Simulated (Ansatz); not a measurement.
K$_{2}$AgF$_{4}$:
```
CELL_PARAMETERS angstrom
      2.84860    -6.29817     0.00000
      2.84860     6.29817     0.00000
      0.00000     0.00000     6.29064
ATOMIC_POSITIONS crystal
  Ag 0.50000 0.50000 0.50000
  Ag 0.00000 0.00000 0.00000
  K  0.85769 0.14231 0.52833
  K  0.64231 0.35769 0.02833
  K  0.14231 0.85769 0.47167
  K  0.35769 0.64231 0.97167
  F  0.33298 0.66702 0.56672
  F  0.16702 0.83298 0.06672
  F  0.66702 0.33298 0.43328
  F  0.83298 0.16702 0.93328
  F  0.23058 0.26942 0.25000
  F  0.26942 0.23058 0.75000
  F  0.76942 0.73058 0.75000
  F  0.73058 0.76942 0.25000
```

Relaxed with LDA. Special points in fractions of this cell's reciprocal vectors: Γ (0.000, 0.000, 0.000); Y (-0.500, 0.500, 0.000); C0 (-0.301, 0.699, 0.000); Σ0 (0.301, 0.301, 0.000); Z (0.000, 0.000, 0.500); A0 (0.301, 0.301, 0.500); E0 (-0.301, 0.699, 0.500); T (-0.500, 0.500, 0.500); S (0.000, 0.500, 0.000); R (0.000, 0.500, 0.500).

Task: List the band energies nearest the Fermi level at these points for the program Ansatz at the LDA level (PAW).

Result: In eV from the Fermi level; about four levels below and three above (degenerate sets whole), none deeper than 8.9 eV; points with the same levels are listed once.

```json
[
 {"k": "Γ", "below": "-1.80 -1.79 -1.73 -1.04", "above": "0.03 0.60 3.10"},
 {"k": "Y", "below": "-1.78 -1.76 -1.74 -1.09", "above": "0.06 0.60 4.31"},
 {"k": "C0", "below": "-1.24 -0.53 -0.35 -0.20", "above": "5.16 5.42 5.66"},
 {"k": "Z", "below": "-0.72 -0.72 -0.39 -0.39", "above": "4.60 4.60 7.08 7.08"},
 {"k": "A0", "below": "-1.94 -1.94 -1.61 -1.61", "above": "0.14 0.14 6.06 6.06"},
 {"k": "T", "below": "-0.73 -0.73 -0.38 -0.38", "above": "5.43 5.43 5.82 5.82"},
 {"k": "S", "below": "-0.79 -0.79 -0.35 -0.35", "above": "5.09 5.09 6.53 6.53"},
 {"k": "R", "below": "-1.97 -1.97 -1.65 -1.65", "above": "0.17 0.17 6.02 6.02"}
]
```

Space group Cmce. The workflow started from an entry of the Crystallography Open Database (COD, 200 K). Whether it is the stable phase at ambient conditions was not checked. Symmetry was held in the LDA relaxation; its stability against distortions is not shown here. The run is not spin-polarised. Scalar-relativistic: spin–orbit coupling is off unless named, which matters more the heavier the elements.

Potentials: the later of the program's two PAW sets.
